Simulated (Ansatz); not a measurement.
Straining Ag

All numbers below come from DFT PBEsol, scalar-relativistic, plane waves, PAW (Ansatz). Run with 420 eV cutoff, 24×24×6 k-mesh, Gaussian smearing of 0.10 eV, no spin polarisation.

Starting point, cell and atoms relaxed:

```xyz
4
Lattice="2.8675 0.0000 0.0000 -1.4337 2.4833 0.0000 0.0000 0.0000 9.3651" Properties=species:S:1:pos:R:3 pbc="T T T"
Ag    0.0000    0.0000    0.0000
Ag    0.0000    0.0000    4.6825
Ag    0.0000    1.6555    2.3413
Ag    1.4337    0.8278    7.0238
```

Deformation: shear that moves c along a by the strain times its height over the a-b plane, the cell held and the atoms relaxed, all within the symmetry that the strain leaves. Energies are extrapolated to zero smearing. On this cell's mesh the reference holds a stress of up to 0.21 GPa.

| strain (%) | ΔE (meV/atom) | a (Å) | b (Å) | c (Å) |
| --- | --- | --- | --- | --- |
| +0.0 | 0.0 | 2.867 | 2.867 | 9.365 |
| +1.0 | 0.2 | 2.867 | 2.867 | 9.366 |
| +2.0 | 0.7 | 2.867 | 2.867 | 9.367 |
| +3.0 | 1.5 | 2.867 | 2.867 | 9.369 |
| +4.0 | 2.6 | 2.867 | 2.867 | 9.373 |
| +6.0 | 5.6 | 2.867 | 2.867 | 9.382 |

Problem. What stiffness (1/V) d²E/dε² at zero strain does a cubic fit over all points give?

Solution. A cubic fit gives (1/V) d²E/dε² = 34 GPa at zero strain (the shear constant for this plane and direction).

This form isn't the element's structure at ambient conditions.